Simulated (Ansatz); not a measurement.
NbRh₃ (Cu3Au type, Pm-3m), a = b = c = 3.845 Å, α = β = γ = 90.00°.

Relaxed with PBEsol.

**Question.** Which orbitals make up the states near the Fermi level in PBEsol (plane waves, PAW; program Ansatz)?

**Answer.** Within 0.5 eV of the Fermi level: Rh 4d 80 %, Nb 4d 11 %. Projections are on Löwdin-orthogonalised atomic valence shells; empty p or d shells of many metals are not among them.

**Question.** Tabulate the density of states.

**Answer.** States/eV per cell of 4 atoms, in 0.25 eV bins, energy from the Fermi level.

```tsv
E (eV)	total	Rh 4d	Nb 4d	Rh 5s
-7.85	0.00	0.00	0.00	0.00
-7.60	0.06	0.00	0.00	0.04
-7.35	0.15	0.00	0.00	0.09
-7.10	0.21	0.00	0.00	0.12
-6.85	0.27	0.00	0.00	0.16
-6.60	0.33	0.01	0.00	0.20
-6.35	0.41	0.02	0.01	0.24
-6.10	0.82	0.24	0.11	0.30
-5.85	1.79	0.83	0.32	0.43
-5.60	3.98	2.30	0.68	0.70
-5.35	5.69	3.63	0.91	0.81
-5.10	7.74	5.24	1.26	0.79
-4.85	7.26	5.39	1.07	0.47
-4.60	6.30	4.97	0.83	0.28
-4.35	4.75	3.85	0.56	0.19
-4.10	4.32	3.58	0.52	0.10
-3.85	5.37	4.40	0.71	0.12
-3.60	5.20	4.34	0.58	0.16
-3.35	4.68	3.92	0.45	0.19
-3.10	5.15	4.23	0.52	0.25
-2.85	4.91	3.99	0.47	0.29
-2.60	7.07	5.71	0.83	0.33
-2.35	9.89	8.18	1.21	0.29
-2.10	6.24	4.95	0.83	0.29
-1.85	5.18	4.13	0.69	0.21
-1.60	6.34	5.18	0.76	0.19
-1.35	5.65	4.85	0.46	0.15
-1.10	4.38	3.55	0.47	0.14
-0.85	4.88	3.41	0.86	0.18
-0.60	4.45	3.34	0.61	0.15
-0.35	2.68	2.03	0.34	0.09
-0.10	2.13	1.61	0.27	0.08
0.15	2.28	1.85	0.24	0.06
0.40	3.03	2.63	0.29	0.04
0.65	1.58	1.27	0.21	0.03
0.90	1.04	0.66	0.29	0.04
1.15	5.42	1.81	3.37	0.15
1.40	6.01	2.05	3.60	0.17
1.65	4.78	1.65	2.60	0.24
1.90	3.95	1.45	2.12	0.20
2.15	4.34	1.72	2.16	0.30
2.40	4.65	1.93	2.11	0.43
2.65	2.19	0.72	0.96	0.34
2.90	2.32	0.68	0.91	0.50
```

The workflow started from an entry of the Crystallography Open Database (COD). Its standing as an ambient phase is unchecked. The cell was relaxed with PBEsol under the symmetry of its start; its stability against distortions is not shown here. The run is not spin-polarised. Scalar-relativistic: spin–orbit coupling is off unless named, which matters more the heavier the elements.

Potentials: the later of the program's two PAW sets.
